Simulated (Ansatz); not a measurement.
**InH: reading a single point**

```
CELL_PARAMETERS angstrom
3.05109 0.00000 0.00000
-1.52555 2.64232 0.00000
-1.52555 0.88077 3.74923
ATOMIC_POSITIONS crystal
In 0.50000 0.50000 0.50000
H 0.00000 0.00000 0.00000
```

Single point in Ansatz 0.2.0 with LDA, no spin polarisation. Cutoff 420 eV, PAW datasets, 13×13×13 Γ-centred k mesh, fermi-dirac filling (width 0.1 eV).

Question: Is it stable against the elements?

Answer: 0.48 eV an atom against the elements' usual phases (free molecules for gases, crystals otherwise, with no correction for O₂ or N₂), so at this geometry it isn't bound against them. Relaxing would lower it.

Question: Give the Bader charges.

Answer: Bader charges in e: In +0.35, H -0.35. In the mean In gives up most and H takes most.

Question: What happens at the Fermi level?

Answer: It is a metal, with about 0.71 states/eV a cell as the mean within 0.25 eV of the Fermi level, mostly In p (37 %), H s (31 %) and In s (29 %).

Question: What do density and ELF say about some of the short contacts?

Answer: In–H at 2.57 Å: least valence density 0.15 e/Å³ and ELF 0.28 there. These are pseudo-fields; inside the PAW spheres they differ from the all-electron ones.

Question: Is the cell too large or too small?

Answer: The pressure is -0.5 GPa (compression positive), so with the atoms held at these fractions the cell would first shrink. The principal stresses -8.0, 3.2, 3.2 GPa differ, so its shape would change too.

Origin: a known structure type with other elements, at an estimated volume, so it need not be a known compound.
